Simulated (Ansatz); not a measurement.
Polymorphs and borrowed structures of TlSbO2

TlSbO2 was placed in 5 structures, borrowed from other compounds or built from prototypes, and relaxed with PBEsol and then r2SCAN+rVV10 in the plane-wave code Ansatz, symmetry kept. Energies are static, from a final single point; gaps are the least over its mesh and special points. Computed values alone, no measurements; non-magnetic cells, some hypothetical.

```
                   start   ends in  volume (Å³/atom)  energy, r2SCAN+rVV10 (meV/atom)  gap, r2SCAN+rVV10 (eV)    shaken (PBEsol)
    ordering on rocksalt    P4/nmm             18.90                                0                    1.05  returns (8 atoms)
ordering on rocksalt (b)    P4/nmm             17.89                              104                    1.75       falls 52 meV
ordering on rocksalt (e)  I4_1/amd             17.05                              491                    0.14         not tested
ordering on rocksalt (c)      R-3m             17.05                              319                   metal         not tested
ordering on rocksalt (d)      R-3m             18.26                              357                   metal         not tested
```
Energies count from the lowest cell; the last column tells what a randomly displaced small cell does when relaxed without symmetry, which tests only the distortions that fit it.

Of the symmetric cells the lowest is the one started from ordering on rocksalt, which ends in P4/nmm (No. 129), 104 meV an atom below the next (ordering on rocksalt (b)). Other structures, not tried here, could lie lower.

The cells shaken are PBEsol's, whose volumes can differ from those tabled by ten per cent. The falls are PBEsol's, in meV an atom on the shaken cell's own mesh; a cell that falls isn't a minimum, and its place in the table may change once it distorts.

The cells in order of energy (the first three):
- ordering on rocksalt: P4/nmm, 18.90 Å³ an atom. Tl is surrounded by 4 O at 2.53 Å; O is surrounded by 2 Sb at 2.07 Å and 2 Tl at 2.53 Å; Sb is surrounded by 4 O at 2.07 Å.
- ordering on rocksalt (b): P4/nmm, 17.89 Å³ an atom. Tl has 5 O at 2.62–2.88 Å; O has 1 Sb at 1.90 Å and 4 Tl at 2.62 Å; O has 4 Sb at 2.37 Å and 1 Tl at 2.88 Å; Sb has 5 O at 1.90–2.37 Å.
- ordering on rocksalt (c): R-3m, 17.05 Å³ an atom. Tl has 6 O at 2.87 Å; Sb has 6 O at 2.34 Å; O has 3 Sb at 2.34 Å and 3 Tl at 2.87 Å.

The lowest symmetric cell:
```xyz
8
Lattice="3.7328 0.0000 0.0000 0.0000 3.7332 0.0000 0.0000 0.0000 10.8485" Properties=species:S:1:pos:R:3 pbc="T T T"
Tl    0.0000    0.0000    9.4483
O     0.0000    1.8666    7.7446
Tl    1.8664    1.8666    1.4002
O     1.8664    0.0000    3.1039
Sb    0.0000    0.0000    4.0098
O     0.0000    1.8666    3.1042
Sb    1.8664    1.8666    6.8388
O     1.8664    0.0000    7.7443
```

Spin-orbit coupling is left out; in compounds of Pb, Bi, Tl or Hg it can lower a gap by up to about 1 eV, split its edges or invert the bands.
